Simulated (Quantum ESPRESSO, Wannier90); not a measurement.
## Wannier functions of Te$_{2}$Mo (P-6m2, isolated units)

```
begin unit_cell_cart
ang
    3.5602301631    0.0000000000    0.0000000000
   -1.7801150816    3.0832497646    0.0000000000
    0.0000000000    0.0000000000   17.5240600000
end unit_cell_cart
begin atoms_frac
Te   0.3333333333 -0.3333333333 -0.1021400000
Te   0.3333333333 -0.3333333333  0.1021400000
Mo   0.0000000000  0.0000000000  0.0000000000
end atoms_frac
```

Cell from Materials Project (mp-1023935), symmetrised, no further relaxation. Computed values, not measurements, from PBEsol: Quantum ESPRESSO (norm-conserving PseudoDojo potentials, cutoff 64 Ry, spinors with spin-orbit coupling) on a Γ-centred 4×4×4 mesh, then Wannier90. Density: 12×12×1 mesh, cold smearing 0.01 Ry. The cell is built of weakly bound layers, chains or molecules, whose nearest atoms lie 13.94 Å apart, far more than in van der Waals crystals (3.2 to 4.2 Å): it describes nearly isolated units, such as a monolayer, not the bulk crystal.

Bands 29-32 form an isolated set from -12.67 to -10.20 eV relative to the valence-band maximum (on the path) and are turned into 4 Wannier functions by minimising the spread from the start: atomic waves Te 5s.

Centres (Cartesian, Å; one of the equivalent choices) and spreads:

```tsv
n	x	y	z	spread (Å²)	nearest atom
1	1.780	-1.028	-1.598	1.638	Te1
2	1.780	-1.028	-1.598	1.638	Te1
3	1.780	-1.028	1.598	1.638	Te2
4	1.780	-1.028	1.598	1.638	Te2
```

Ω_I = 6.54 Å², Ω_total = 6.55 Å²; the interpolated bands follow pw.x to 17 meV rms on the path. Only this start was tried; a symmetric start can stop on a saddle, and mixtures of these functions could lower the total by at most Ω_total − Ω_I.
